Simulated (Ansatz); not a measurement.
**Pd, first-principles data**

Pd:
```
CELL_PARAMETERS angstrom
      2.74937     0.00000     0.00000
     -1.37469     2.38103     0.00000
      0.00000     0.00000     4.59298
ATOMIC_POSITIONS crystal
  Pd 0.66667 0.33333 0.75000
  Pd 0.33333 0.66667 0.25000
```
The run is spin-polarised; directions of the spins, atom by atom: ↑ ↑.

Space group P6_3/mmc (No. 194), hcp (Mg type); conventional cell a = 2.7494 Å, b = 2.7494 Å, c = 4.5930 Å, α = 90.00°, β = 90.00°, γ = 120.00°.

Method: DFT-r²SCAN in the program Ansatz with PAW potentials. The cell and atoms are relaxed at this level. Other levels are named where they apply.

### Cell and energy

| Property | Value |
|---|---|
| Volume per atom | 15.03 Å³ |
| Density | 11.75 g/cm³ |

### Electronic structure

| Property | Result |
|---|---|
| Electronic character | metallic (no gap) |
| Density of states at the Fermi level | 1.4 states/eV per atom (mean over ±0.08 eV) |

### Magnetism

| Property | Result |
|---|---|
| Magnetic order | ferromagnetic |
| Net moment | 0.44 μB per atom |

### Mechanics

| Item | Value |
|---|---|
| Bulk modulus (Birch–Murnaghan fit) | 181 GPa |
| Pressure derivative B′ | 5.6 |
| Elastic constants (relaxed ions, GPa) | C11 = 265, C12 = 152, C13 = 129, C33 = 271, C44 = 32.2 |
| Mechanical stability | stable (all eigenvalues of C positive) |
| Hill bulk and shear moduli | 180 and 47.5 GPa |
| Young's modulus | 131 GPa |
| Poisson's ratio | 0.38 |
| Debye temperature from the elastic constants | 274 K |

The workflow started from a Materials Project entry (that database holds measured and hypothetical structures alike); the Crystallography Open Database copy checked does not list it. It is not the phase usual at ambient conditions (space group No. 225). The cell was relaxed with r²SCAN under the symmetry of its start; its stability against distortions is not shown here. Spin order of the final state: ferromagnetic, the only order run, not a proven ground state. Other orbital occupations within this spin state were not tried. As this level gives no gap, shear constants depend on the k-mesh and smearing (Fermi–Dirac, 0.1 eV here). Axis ratios of metals converge slowly with the k-mesh, so a and c are less sure than the volume. On the denser mesh and wider smearing of the elastic run this cell carries a stress of 0.4 GPa. Spin–orbit coupling is left out wherever it is not named.

Potentials: the later of the program's two PAW sets.
